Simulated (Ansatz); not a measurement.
Input and command of a plane-wave DFT calculation in Ansatz:

```yaml
crystal:
  lattice:
    - [0.0, 3.0831401412, 3.0831401412]
    - [3.0831401412, 0.0, 3.0831401412]
    - [3.0831401412, 3.0831401412, 0.0]
  atoms:
    - { symbol: Fe, position: [0.0, 0.0, 0.0], spin: 3.17 }
    - { symbol: Pb, position: [0.25, 0.25, 0.25] }
basis:
  ecutwfc: 420
kpoints:
  mp_grid: { grid: [16, 16, 16] }
hamiltonian:
  xc: pbe
scf:
  occupations: { method: gaussian, width: 0.1 }
output:
  forces: true
  stress: true
  eigenvalues: true
  populations: true
magnetization:
  spin_polarized: true
relax:
  adjacent_minimum: "off"
  f_tol: 0.01
  max_steps: 80
  cell: { stress_tol: 0.05 }
```

```bash
ansatz run input.yaml --threads 1 --pin off --max-ram 2560MiB --backend cpu --events-out ev --progress --plain --runs-dir out
```

Processor: Arm Neoverse V2, 1 thread, on a host shared with other jobs.

How long does it run, and how much memory does it take?

About 88 s on 1 thread of Arm Neoverse V2, with other jobs on the host, peak memory 0.63 GiB. It solves 21 bands at 145 k points (the mesh reduced by the symmetry that the task leaves, which can be less than the crystal's) with about 1139 plane waves (on the last cell), in 20 SCF iterations over 2 ionic steps.
